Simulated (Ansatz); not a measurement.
**Which element?**

Cell vectors (Å):

```
2.9466 0.0000 0.0000
0.0000 2.9466 0.0000
0.0000 0.0000 3.8304
```

```csv
atom,a,b,c
X,0.0000,0.0000,0.0000
Pt,0.5000,0.5000,0.5000
```

Level of theory: PBEsol, PAW on Ansatz 0.2.0's default frozen-core files (fitted under PBE), scalar-relativistic. k mesh 16×16×12, strains of ±0.005, Fermi-Dirac smearing of 0.050 eV.

Elastic constants of a crystal by Kohn-Sham DFT: slopes of the stress over finite engineering strains of the given cell, Voigt indices, Cartesian axes as in the cell vectors.

| index | elastic (GPa) |
| --- | --- |
| 11 | 253.3 |
| 12 | 99.5 |
| 13 | 149.9 |
| 33 | 212.2 |
| 44 | 77.1 |
| 66 | 46.5 |

Question: All X atoms are one element. Which one was computed?

Answer: Cd; the crystal is CdPt (P4/mmm, a database entry that needn't be its stable phase).

Keep in mind: frozen-core PAW files fitted under PBE, their cores solved anew for the functional of the run; responses of metals move with mesh and smearing; the softest shear constant rests on one k mesh, and a soft shear can herald a distortion on cooling; elastic stability says nothing of phonons or of other phases; no spin-orbit coupling on heavy atoms.
